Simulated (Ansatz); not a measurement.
B2Ir:
```
CELL_PARAMETERS angstrom
      3.06881     0.00000     0.00000
     -1.53441     2.65767     0.00000
      0.00000     0.00000     7.05343
ATOMIC_POSITIONS crystal
  Ir 0.66667 0.33333 0.75000
  Ir 0.33333 0.66667 0.25000
  B  0.66667 0.33333 0.44088
  B  0.33333 0.66667 0.55912
  B  0.33333 0.66667 0.94088
  B  0.66667 0.33333 0.05912
```

Relaxed with PBE. Special points in fractions of this cell's reciprocal vectors: Γ (0.000, 0.000, 0.000); M (0.500, 0.000, 0.000); K (0.333, 0.333, 0.000); A (0.000, 0.000, 0.500); L (0.500, 0.000, 0.500); H (0.333, 0.333, 0.500).

List the band energies nearest the Fermi level at these points for DFT-PBE in the program Ansatz with PAW potentials.

In eV from the Fermi level; about four levels below and three above (degenerate sets whole), none deeper than 8.9 eV; points with the same levels are listed once.

```csv
k,below,above
Γ,-4.47 -4.47 -3.02 -2.93 -2.93,1.31 1.31 3.49 3.49
M,-3.06 -3.02 -1.21 -0.73,0.00 0.39 3.12
K,-3.56 -3.56 -2.57 -1.33 -1.33,1.61 1.61 2.31
A,-3.61 -3.61 -3.61 -3.61,2.23 2.23 2.23 2.23
L,-2.62 -2.62 -1.35 -1.35,0.21 0.21 0.65 0.65
H,-1.11 -1.11 -1.00 -1.00,2.20 2.20 4.83 4.83
```

Space group P6_3/mmc. The start of the workflow was typed in or built on a structure type; neither database checked (COD, Materials Project) lists it. Its standing as an ambient phase is unchecked. Symmetry was held in the PBE relaxation; whether a distortion lowers the energy is not shown. No spin polarisation was allowed. Scalar-relativistic: spin–orbit coupling is off unless named, which matters more the heavier the elements.

Potentials: the earlier of the program's two PAW sets.
